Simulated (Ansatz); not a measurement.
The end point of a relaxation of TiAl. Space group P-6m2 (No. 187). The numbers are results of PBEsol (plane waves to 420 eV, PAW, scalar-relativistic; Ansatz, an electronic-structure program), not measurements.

```cif
data_AlTi
_chemical_formula_sum 'Al1 Ti1'
_space_group_name_H-M_alt 'P 1'
_space_group_IT_number 1
_cell_length_a 4.26844
_cell_length_b 4.26844
_cell_length_c 2.58250
_cell_angle_alpha 90.000
_cell_angle_beta 90.000
_cell_angle_gamma 120.000
loop_
_space_group_symop_operation_xyz
  'x, y, z'
loop_
_atom_site_label
_atom_site_type_symbol
_atom_site_fract_x
_atom_site_fract_y
_atom_site_fract_z
_atom_site_occupancy
Al1 Al 0.33333 0.66667 0.50000 1
Ti1 Ti 0.00000 0.00000 0.00000 1
```

- Volume per atom: 20.37 Å³
- Band gap: no gap (metallic)
- Shortest distances: Al–Al 2.58 Å; Ti–Ti 2.58 Å; Al–Ti 2.78 Å
- k-mesh: 13×13×18

Band energies at high-symmetry points (eV from the Fermi level; labels of this space group; no spin-orbit coupling), from −5 eV up to 1.8 eV:

```csv
point,energies
Γ,-1.31 -1.31 -1.20
M,-3.69 -1.15 -0.41 0.62 1.40
K,-3.26 -2.39 -0.32 0.40 1.60
A,-3.05 -2.07 -0.85 -0.85 0.81 0.81
L,-2.72 -2.07 -1.18 0.81 1.37 1.55
H,-2.54 -1.93 -1.75 1.36 1.65
```

No spin polarisation in the result.

The run could not lose the symmetry of its start.

The first start was generated by a random draw of sites in a space group. Materials Project lists a structure of TiAl in the same space group, P-6m2 (No. 187); the sites were not compared with it, nor with measured phases. Known forms of TiAl include space group No. 123.
